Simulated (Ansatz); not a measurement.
A frame of ScAl9 from dynamics at 1480 K, with the forces (eV/Å) computed on a k mesh in the last three columns. Computed with DFT PBE, scalar-relativistic, plane waves, PAW in Ansatz.

Cutoff 420 eV; k points 3×4×3 on the computed 20-atom cell (Γ-centred); Fermi–Dirac smearing, width 0.13 eV; no spin polarisation.

```xyz
20
Lattice="7.447 -0.013 -0.054 -0.013 6.678 -0.065 -0.054 -0.065 7.102" Properties=species:S:1:pos:R:3:forces:R:3 pbc="T T T"
Al    3.386    5.866    3.601   -1.240   -0.920   -1.300
Al    3.042    2.368    3.390    0.650    0.690    0.430
Al    4.177    6.478    0.911   -1.660   -0.440   -0.230
Al    3.668    3.815    0.985    1.230   -0.670    2.560
Al    3.055    3.923    5.826   -1.480    0.150   -2.220
Al    5.594    1.662    1.597    1.050    1.890   -0.080
Al    4.949    5.882    5.528   -0.130   -1.100    1.970
Al    1.389    5.056    0.722    0.030   -0.230    0.360
Al    0.455    3.055    2.627   -0.950    1.280   -0.040
Al    1.485    2.050    0.498   -0.460    1.820    0.700
Al    1.424    0.716    2.726   -1.330   -2.260    0.250
Al    4.813    1.894    6.155   -0.190   -0.140    0.320
Al    7.084    0.043   -0.017   -0.070    0.540   -0.460
Al    6.371    3.881   -0.065    0.330    0.120   -0.130
Al    0.176    2.200    5.147   -0.020   -0.090    0.100
Al    5.081    3.708    4.031    0.920   -0.570   -0.400
Al    6.125    5.424    2.126    0.570   -0.390    0.120
Al    5.466    0.753    3.900    1.000    1.280   -0.680
Sc   -0.042    5.172    4.582    1.630    0.310    0.410
Sc    2.384    0.408    5.965    0.130   -1.290   -1.670
```

Static pressure 6.1 GPa (no kinetic part), no gap on the mesh.

Counting as bonded all pairs within 1.3 times the summed covalent radii:

```csv
atom → neighbour,mean count,mean length (Å),spread (Å)
Al → Al,7.78,2.79,0.20
Al → Sc,1.44,3.12,0.34
Sc → Al,13.00,3.12,0.34
Sc → Sc,1.00,3.35,0.00
```

Angles between all pairs of such bonds at an atom (mean ± spread): 98 ± 34° at Al, 95 ± 35° at Sc.

Cost: 1 run of about 1.4 core-minutes, on Intel Xeon Processor @ 2.50GHz (Skylake/Cascade Lake) (shared hosts).